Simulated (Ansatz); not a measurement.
HfCoSi in space group Pnma (No. 62; Hf on 4c, Co on 4c, Si on 4c), PBE in the plane-wave PAW code Ansatz, all energies at zero smearing, with the estimated change up to a 700 eV cutoff added, with one set of potentials and settings (totals compare only within such a set). Cell of 12 atoms (4 Hf, 4 Co, 4 Si): -85946.847 eV.

```tsv
element	reference phase	E (eV/atom)
Hf	P6_3/mmc, 2 atoms in the cell	-15722.2087
Co	P6_3/mmc, 2 atoms in the cell, spin-polarised	-5126.1613
Si	Fd-3m, 2 atoms in the cell	-635.8114
```

Formation energy per atom, worked out: (-85946.847 − 4×(-15722.2087) − 4×(-5126.1613) − 4×(-635.8114))/12 = -0.843 eV/atom (-81 kJ per mol of atoms), at 0 K, without zero-point energy or fitted corrections.

The first step of the workflow began from a Materials Project structure, measured or hypothetical; the Crystallography Open Database copy checked does not list it. Its standing as an ambient phase is unchecked. The cell was relaxed with PBE under the symmetry of its start; whether a distortion lowers the energy is not shown. The workflow began spin-polarised and lost its moments. The references are the lowest solids computed at this level, not always the standard phases. Scalar-relativistic: spin–orbit coupling is off unless named, which matters more the heavier the elements.

Potentials: the earlier of the program's two PAW sets.
